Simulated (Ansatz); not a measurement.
An Ansatz (a first-principles code) run. Input:

Ansatz 0.2 input:
```yaml
crystal:
  lattice:
    - [3.7462809281, 0.0, 0.0]
    - [-1.873140464, 3.2443744534, 0.0]
    - [0.0, 0.0, 6.1453628339]
  atoms:
    - { symbol: Sn, position: [0.3333333333, 0.6666666667, 0.0078003618] }
    - { symbol: Se, position: [0.0, 0.0, 0.7491204774] }
    - { symbol: S, position: [0.6666666667, 0.3333333333, 0.2430791606] }
kpoints:
  mp_grid: { grid: [7, 7, 4] }
hamiltonian:
  xc: r2scan
  dispersion: d4
  pseudopotentials: { kind: paw }
scf:
  occupations: { method: fixed }
output:
  optics: { e_range: [0.0, 15.0], de: 0.05, sigma: 0.1, bands: { spectra_wanted_up_to: 12 eV } }
```

Output (shortened):

```
output.optics: the spectra are integrated over the Brillouin zone by k·p interpolation around the k-points, where levels, occupations, output.optics.sigma and …
Pseudopotential: Sn, paw, valence charge 14
Pseudopotential: Se, paw, valence charge 16
Pseudopotential: S, paw, valence charge 6
Functional definition: r2SCAN
Crystal: 3 atoms, lattice volume = 74.693 Å³
Basis set: ecut = 500 eV, 1907 PW (Γ), exchange–correlation on 120×120×180 points (64 copies of the dense FFT grid, shifted against one another)
Bands: 22, of which v1, the nominal top of the filled ones, is band 18 counted from 1 (17 counted from 0)
Symmetry: 6 space group operations
Space group: P3m1 (ITA 156), of the structure as read, at distance tolerance 4.2e-5 Å
k-points: 28 of 196 (time reversal used)
SCF iter   1: F=—  HF=-12424.281395 eV  |F-HF|=—  |Δ(HF+E_count)|=         —  Δρ=6.80e-3  dr2=5.03e-2  dr2_τ=1.12e-2  ethr=1.77e-3  ⟨swp⟩=5.0  Hψ=2518  notcnv=0  defer=53
preconditioner: auto → Resta (q_TF=auto, 2.416 Å⁻¹)
SCF iter   2: F=—  HF=-12424.299348 eV  |F-HF|=—  |Δ(HF+E_count)|=   1.80e-2  Δρ=3.25e-3  dr2=5.58e-3  dr2_τ=3.20e-4  ethr=1.40e-4  ⟨swp⟩=3.0  Hψ=1401  notcnv=0  defer=56
SCF iter   3: F=—  HF=-12424.299395 eV  |F-HF|=—  |Δ(HF+E_count)|=   4.65e-5  Δρ=1.34e-3  dr2=8.57e-4  dr2_τ=2.49e-5  ethr=1.55e-5  ⟨swp⟩=2.9  Hψ=1150  notcnv=0  defer=56
SCF iter   4: F=—  HF=-12424.299442 eV  |F-HF|=—  |Δ(HF+E_count)|=   4.68e-5  Δρ=2.31e-4  dr2=2.84e-5  dr2_τ=1.55e-6  ethr=2.38e-6  ⟨swp⟩=3.0  Hψ=1176  notcnv=0  defer=56
SCF iter   5: F=—  HF=-12424.299451 eV  |F-HF|=—  |Δ(HF+E_count)|=   9.10e-6  Δρ=6.30e-5  dr2=1.83e-6  dr2_τ=4.57e-8  ethr=7.90e-8  ⟨swp⟩=3.0  Hψ=1183  notcnv=0
SCF iter   6: F=—  HF=-12424.299451 eV  |F-HF|=—  |Δ(HF+E_count)|=   1.59e-7  Δρ=7.08e-6  dr2=5.29e-8  dr2_τ=1.78e-9  ethr=5.08e-9  ⟨swp⟩=2.4  Hψ=953  notcnv=0
SCF iter   7: F=—  HF=-12424.299451 eV  |F-HF|=—  |Δ(HF+E_count)|=   2.53e-8  Δρ=2.63e-6  dr2=6.62e-9  dr2_τ=7.41e-10  ethr=1.47e-10  ⟨swp⟩=2.0  Hψ=1120  notcnv=0
SCF iter   8: F=—  HF=-12424.299451 eV  |F-HF|=—  |Δ(HF+E_count)|=  5.22e-10  Δρ=6.13e-7  dr2=4.33e-10  dr2_τ=1.84e-11  ethr=1.84e-11  ⟨swp⟩=2.0  Hψ=1120  notcnv=0
SCF iter  10: F=-12424.299451 eV  HF=-12424.299451 eV  |F-HF|=1.82e-12  |Δ(HF+E_count)|=  9.09e-12  Δρ=5.25e-8  dr2=2.31e-12  dr2_τ=1.09e-13  ethr=1.00e-12  ⟨swp⟩=5.0  Hψ=2378  notcnv=0
SCF 1 converged in 10 iterations: F = -12424.299451 eV  dr2 = 2.31e-12
NSCF: frozen V_eff on 28 k-points
Optics k sum: 0 of 28 k-points
Optics k sum: 2 of 28 k-points
Optics k sum: 3 of 28 k-points
Optics k sum: 5 of 28 k-points
Optics k sum: 6 of 28 k-points
Optics k sum: 7 of 28 k-points
Optics k sum: 9 of 28 k-points
Optics k sum: 10 of 28 k-points
Optics k sum: 12 of 28 k-points
Optics k sum: 13 of 28 k-points
Optics k sum: 14 of 28 k-points
Optics k sum: 16 of 28 k-points
Optics k sum: 17 of 28 k-points
Optics k sum: 19 of 28 k-points
Optics k sum: 20 of 28 k-points
Optics k sum: 21 of 28 k-points
Optics k sum: 23 of 28 k-points
Optics k sum: 24 of 28 k-points
Optics k sum: 26 of 28 k-points
Optics k sum: 27 of 28 k-points
Optics k sum: 28 of 28 k-points
Optics k sum: 0 of 28 k-points
Optics k sum: 2 of 28 k-points
Optics k sum: 3 of 28 k-points
Optics k sum: 5 of 28 k-points
Optics k sum: 6 of 28 k-points
Optics k sum: 7 of 28 k-points
Optics k sum: 9 of 28 k-points
Optics k sum: 10 of 28 k-points
Optics k sum: 12 of 28 k-points
Optics k sum: 13 of 28 k-points
Optics k sum: 14 of 28 k-points
Optics k sum: 16 of 28 k-points
Optics k sum: 17 of 28 k-points
Optics k sum: 19 of 28 k-points
Optics k sum: 20 of 28 k-points
Optics k sum: 21 of 28 k-points
Optics k sum: 23 of 28 k-points
Optics k sum: 24 of 28 k-points
Optics k sum: 26 of 28 k-points
Optics k sum: 27 of 28 k-points
Optics k sum: 28 of 28 k-points
NSCF: frozen V_eff on 1 k-points
NSCF: frozen V_eff on 1 k-points
NSCF: frozen V_eff on 1 k-points
NSCF: frozen V_eff on 1 k-points
output.optics: what the bands over the 38 summed would add to eps1, eps2 and the energy-loss function is held between a lower and an upper bound (7 Lanczos …
SCF converged after 10 iterations
Free energy (F): -12424.299451 eV
Harris-Foulkes:  -12424.299451 eV  (|F-HF|=1.82e-12)
Internal energy: -12424.299451 eV  (E = F + TS)
E sigma→0 (E₀):  -12424.299451 eV
Fermi energy:    6.727321 eV
--- Per-component energies (eV) ---
  E_band       = -532.196759
  E_kinetic    = 412.228861
  E_local      = -4197.559256  (includes V_loc(G=0)·N_el)
  E_nonlocal   = -598.059622
  E_hartree    = 2154.454989
  E_xc         = -562.647744
  E_vxc        = -302.012323  (∫ρ·V_xc dr)
  E_paw        = -6700.034778  (= ΣΔE_a)
  E_vpaw       = -171.626323  (= ΣTr[D̂ρ^β])
  E_aug_tail   = -0.000209  (compensation charges beyond the density's cutoff)
  E_vtau       = 15.922102  (kinetic-family band-sum trace: ∫τ·v_τ [+ j·A + Jᵃ·Aᵃ] dr)
  E_ewald      = -2931.150761
  E_disp       = -0.391714  (pairwise vdW)
  E_core_change = -1.139217  (= ΣΔE_core)
  E_smearing   =  0.000000  (= −TS)
  E_closure    =  0.000000  (closes the sum)
  Σ components = -12424.299451   (vs F -12424.299451, Δ=0.00e0)
  [band-id]    e_kinetic+e_local+e_nonlocal+2·e_hartree+e_vxc+e_vpaw+e_augmentation_tail+e_vtau = -532.196792   (vs E_band -532.196759, Δ=-3.30e-5)
--- Band table (eV; the first three rows and the last of 28) ---
  k-point 0: bands = ["-40.5687", "-40.5687", "-40.5487", "-40.5487", "-40.5391", "-15.1226", "-15.1226", "-15.0774", "-15.0600", "-15.0600", "-7.5827", "-5.7366", "0.8478", "5.7399", "5.7399", "6.5548", "6.6580", "6.6580", "8.5178", "10.5666", "12.1030", "12.1030"]
  k-point 1: bands = ["-40.5687", "-40.5687", "-40.5487", "-40.5487", "-40.5391", "-15.1226", "-15.1226", "-15.0773", "-15.0601", "-15.0601", "-7.5128", "-5.8841", "1.2487", "5.5929", "5.7277", "5.7277", "6.6928", "6.6928", "9.1893", "10.5974", "11.9858", "11.9858"]
  k-point 2: bands = ["-40.5687", "-40.5687", "-40.5487", "-40.5487", "-40.5391", "-15.1226", "-15.1226", "-15.0772", "-15.0601", "-15.0601", "-7.4312", "-6.0392", "1.7643", "4.7416", "5.7161", "5.7161", "6.7273", "6.7273", "9.6357", "10.6238", "11.8745", "11.8745"]
  k-point 27: bands = ["-40.5683", "-40.5681", "-40.5489", "-40.5489", "-40.5386", "-15.1606", "-15.1290", "-15.0674", "-15.0540", "-15.0352", "-5.5302", "-5.1884", "-0.4786", "2.3918", "2.7808", "3.4628", "6.0886", "6.3176", "9.5213", "12.0463", "12.5154", "13.7428"]
```

Cost: roughly 2.6 core-minutes on shared cores.

The workflow started from a Materials Project entry (that database holds measured and hypothetical structures alike); the Crystallography Open Database copy checked does not list it. With Se and S taken as one species the cell has the higher symmetry P-3m1, so it may be an ordered model of a mixed-site phase. Its standing as an ambient phase is unchecked. The cell was relaxed with r²SCAN+D4 under the symmetry of its start; its stability against distortions is not shown here. Spin–orbit coupling is left out wherever it is not named.

Potentials: the later of the program's two PAW sets.

Ansatz is a plane-wave DFT program.
